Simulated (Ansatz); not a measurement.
All numbers below come from DFT PBE, scalar-relativistic, plane waves, PAW in Ansatz. Settings: cutoff 420 eV, Γ-centred meshes spaced at most about 0.3 Å⁻¹, and about 0.25 Å⁻¹ or finer for metals (2π included), Gaussian smearing. No spin polarisation in the final relaxations.

All energies are static (0 K, no zero-point motion).

Two forms of LiGeN were relaxed alike.

A.

```
Li Ge N
1.0
     3.01537    0.00000    0.00000
    -1.50769    2.61139    0.00000
     0.00000    0.00000    9.42993
Li Ge N
2 2 2
Direct
  0.66667 0.33333 0.74164
  0.33333 0.66667 0.24164
  0.00000 0.00000 0.49860
  0.00000 0.00000 0.99860
  0.33333 0.66667 0.60440
  0.66667 0.33333 0.10440
```

B.

```
Li Ge N
1.0
     1.50728   -4.86441    0.00000
     1.50728    4.86441    0.00000
     0.00000    0.00000    4.85863
Li Ge N
2 2 2
Direct
  0.76570 0.23430 0.25000
  0.23430 0.76570 0.75000
  0.50000 0.50000 0.00000
  0.50000 0.50000 0.50000
  0.12094 0.87906 0.25000
  0.87906 0.12094 0.75000
```

Question: Which form is favoured at zero pressure, and by what margin per atom?

Answer: A is lower, by 0.56 eV/atom. A has space group P6_3mc (No. 186), 12.4 Å³/atom and a gap of 1.46 eV on its mesh; B has space group Cmcm (No. 63), 11.9 Å³/atom and no gap. Counting N atoms around Ge and Li (those within 1.25 times the shortest such distance or 1.15 times the sum of covalent radii, 1.27 where that leaves under three; the shortest distance is added where it exceeds 1.18 times the sum of covalent radii), A has Li 3, Ge 3 and B has Li 2, Ge 4 from 2.3 Å. B holds Ge–Ge chains (shortest 2.43 Å); in A the shortest Ge–Ge distance is 3.02 Å. The lower one is the more open, so pressure narrows the difference. Origin: A is a Materials Project cell, relaxed; B was invented.

Kohn–Sham gaps at this level usually fall short of measured ones. With atoms moved at random, P6_3mc came back. Other cells relaxed within their symmetry can be saddle points.
